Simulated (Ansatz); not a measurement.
Relaxed candidate structures of K:

A. Pm-3m (No. 221), cP1, AFLOW prototype A_cP1_221_a (A_h); a = b = c = 4.230 Å, α = β = γ = 90.00°; K 1b (0.500, 0.500, 0.500)

B. Fm-3m (No. 225), cF4, fcc (Cu type); a = b = c = 6.5753 Å, α = β = γ = 90.00°; K 4a (0.000, 0.000, 0.000)

C. I4₁/amd, origin choice 1 (No. 141), tI4; a = 4.328 Å, b = 4.328 Å, c = 15.783 Å, α = 90.00°, β = 90.00°, γ = 90.00°; K 4a (0.000, 0.000, 0.000)

D. Fd-3m, origin choice 1 (No. 227), cF8, diamond type; a = b = c = 9.4233 Å, α = β = γ = 90.00°; K 8a (0.000, 0.000, 0.000)

E. Pa-3 (No. 205), cP8; a = b = c = 8.333 Å, α = β = γ = 90.00°; K 8c (0.153, 0.153, 0.153)

Q: Put the candidates in order of energy per atom, lowest first, for PBEsol (plane waves to 420 eV, PAW, scalar-relativistic; Ansatz, a program for electronic structure).

A: B (reference), E (+0.02 eV/atom), C (+0.07 eV/atom), A (+0.11 eV/atom), D (+0.32 eV/atom)

Probably no minimum, since a slightly shaken restart fell lower: Pm-3m, cP1, AFLOW prototype A_cP1_221_a (A_h) (by 0.11 eV/atom, to I4/mmm). Each run could gain symmetry but not lose that of its start, so entries can be saddle points. All of these are generated cells (placed on structure types, drawn at random, substituted or restacked) that were not matched to a known phase here. Energies are at zero temperature and pressure, without zero-point motion. No spin polarisation in the result.
